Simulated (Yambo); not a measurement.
A G0W0@PBEsol run in Yambo for MgLa2NiO6 (space group R-3, No. 148) (2×2×2 Γ-centred k mesh, bands 6 to 189 and a 7 Ry block in the screening, 189 bands in G with the Bruneval-Gonze terminator, plasmon pole fitted at 27.2 eV) gives these matrix elements, in eV, at the band edges (F → F):

```tsv
state	E0	<Vxc>	<Σx>	<Σc(E0)>	Z
valence edge	0.000	-25.825	-32.752	6.731	0.738
conduction edge	1.127	-26.308	-22.553	-2.443	0.744
```

Solve the linearised quasiparticle equation for both states, give the gap, and say how exchange and correlation each act on it.

E = E0 + Z(Σx + Σc − Vxc). Valence: 0.000 + 0.738 × (-32.752 + (6.731) − (-25.825)) = -0.14 eV. Conduction: 1.127 + 0.744 × (-22.553 + (-2.443) − (-26.308)) = 2.10 eV. The gap is 2.25 eV, against 1.13 eV in PBEsol. Replacing Vxc by bare exchange alone would open it by 10.68 eV; correlation takes back 9.17 eV of that, and Z scales what is left. Nearest settings tried, and what they do to the gap: 130 bands in G: +17 meV; 130 bands in W, 130 bands in G: +20 meV; 6 Ry block (181 vectors against 271): +97 meV. Not varied: mesh. So the settings aren't converged at that level. The k mesh is coarse. The 3d shell has no Hubbard U; the runs are without spin polarisation, and magnetic order was not tried. The 4f states are in the valence at their DFT position.

Geometry of the Materials Project entry, not relaxed at this level; primitive cell a = 5.4270 Å, b = 5.4270 Å, c = 5.4270 Å, α = 61.21°, β = 61.21°, γ = 61.21°.

The structure is a Materials Project entry; no match was found in the copy of COD used, and its stability was not checked.
